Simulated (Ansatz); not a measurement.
PbBrF:
```xyz
6
Lattice="4.1740 0.0000 0.0000 0.0000 4.1740 0.0000 0.0000 0.0000 7.6357" Properties=species:S:1:pos:R:3 pbc="T T T"
Pb     0.0000     2.0870     6.1789
Pb     2.0870     0.0000     1.4568
Br     2.0870     0.0000     4.9736
Br     0.0000     2.0870     2.6620
F      2.0870     2.0870     0.0000
F      0.0000     0.0000     0.0000
```

Plane-wave PAW r²SCAN+D4 (Ansatz code) gives a gap of 2.97 eV without spin–orbit coupling, maximum at Z, minimum at Z.

### Question
What happens when spin–orbit coupling is switched on?

### Answer
The gap shrinks by 0.33 eV, to 2.64 eV; maximum at Z, minimum at Z.

### Question
Give the electron effective mass with spin–orbit coupling.

### Answer
0.35, 0.53, 0.53 mₑ (principal values).

### Question
Give the hole effective mass with spin–orbit coupling.

### Answer
0.79, 1.1, 1.1 mₑ (principal values).

Space group P4/nmm. The workflow started from a Materials Project entry (that database holds measured and hypothetical structures alike); the Crystallography Open Database files this formula in space group No. 129, but the cells were not matched. Whether it is the stable phase at ambient conditions was not checked. Symmetry was held in the r²SCAN+D4 relaxation; whether a distortion lowers the energy is not shown.

Potentials: the later of the program's two PAW sets.
